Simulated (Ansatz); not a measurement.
Slab of fcc Bi (100), 4 layers

The slab is cut from the fcc crystal, which needn't be the stable phase, as relaxed on PAW files (30.07 Å³/atom), with 16 Å of vacuum and a dipole correction:

```xyz
4
Lattice="3.4906 0.0000 0.0000 0.0000 3.4906 0.0000 0.0000 0.0000 23.4046" Properties=species:S:1:pos:R:3 pbc="T T T"
Bi    0.8726    0.8726    8.0000
Bi    2.6179    2.6179   10.4682
Bi    0.8726    0.8726   12.9364
Bi    2.6179    2.6179   15.4046
```

All numbers are PBEsol results (scalar-relativistic) from Ansatz 0.2.0, with a Γ-centred 11×11×1 k mesh, Fermi–Dirac smearing of 0.05 eV, no spin polarisation. Methods: LAPW: all electrons, basis error target 1 meV/atom; PAW: frozen-core files, cutoff 420 eV.

The bulk energy comes from a cell in the slab's orientation on a 11×11×8 mesh. The surface energy is (E(slab) − N·E(bulk))/2A at zero smearing, the mean of both faces; thin slabs carry quantum-size effects.

Spin–orbit coupling is left out, which matters for the heavy atoms. The PAW files were made under PBE.

**Question.** As cut, the LAPW slab lies 0.719 eV above 4 atoms of bulk. What surface energy is that?

**Answer.** Over two faces of 12.18 Å² it is 29.5 meV/Å², and times 16.02 J/m² per eV/Å² that gives γ = 0.473 J/m².

```
method  γ as cut (J/m²)  γ relaxed (J/m²)  Φ as cut (eV)  Φ relaxed (eV)
  LAPW            0.473             0.429              ?               ?
```

**Question.** What belongs in the row "LAPW", column "Φ relaxed (eV)"?

**Answer.** 4.07.

**Question.** Fill in "Φ as cut (eV)" for the row "LAPW".

**Answer.** 4.16.

**Question.** How do the spacings between the planes relax?

**Answer.** From the bottom face up: d12 -9.3 % of 2.468 Å, d23 +2.6 % of 2.468 Å, d34 -9.3 % of 2.468 Å.

**Question.** What changes if relativity is switched off, at the same positions?

**Answer.** LAPW then gives: no gap, work function 4.18 eV.

**Question.** What changes if the images along the normal are cut off in place of the dipole correction?

**Answer.** LAPW then gives: no gap, work function 4.07 eV; PAW: no gap, work function 4.07 eV.

**Question.** A 4f core hole is made on one atom of each kind in every 1×1 cell (PAW hole dataset, neutral cell, valence without spin). What does it cost by layer?

**Answer.** layer 1 157.40 eV, layer 2 157.61 eV. Shifts between layers mean more than the absolute values, and a whole layer of holes screens otherwise than one hole.
